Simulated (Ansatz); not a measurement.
GaP:
```yaml
crystal:
  lattice:
    - [0.00000, 2.71924, 2.71924]
    - [2.71924, 0.00000, 2.71924]
    - [2.71924, 2.71924, 0.00000]
  atoms:
    - { symbol: P, position: [0.75000, 0.75000, 0.75000] }
    - { symbol: Ga, position: [0.00000, 0.00000, 0.00000] }
```

The program Ansatz at the PBEsol level (PAW) gives a gap of 1.45 eV without spin–orbit coupling, maximum at Γ, minimum on the Γ–X line, 86 % of the way from Γ.

Q: What happens when spin–orbit coupling is switched on?

A: The gap falls by 0.03 eV, to 1.42 eV; maximum at Γ, minimum on the Γ–X line, 86 % of the way from Γ.

Q: How large is the spin–orbit splitting of the valence top at Γ?

A: The fourfold level lies 0.09 eV above the split-off pair.

Space group F-43m (zinc blende). The PBEsol relaxation kept the symmetry of its start.

Potentials: the later of the program's two PAW sets.
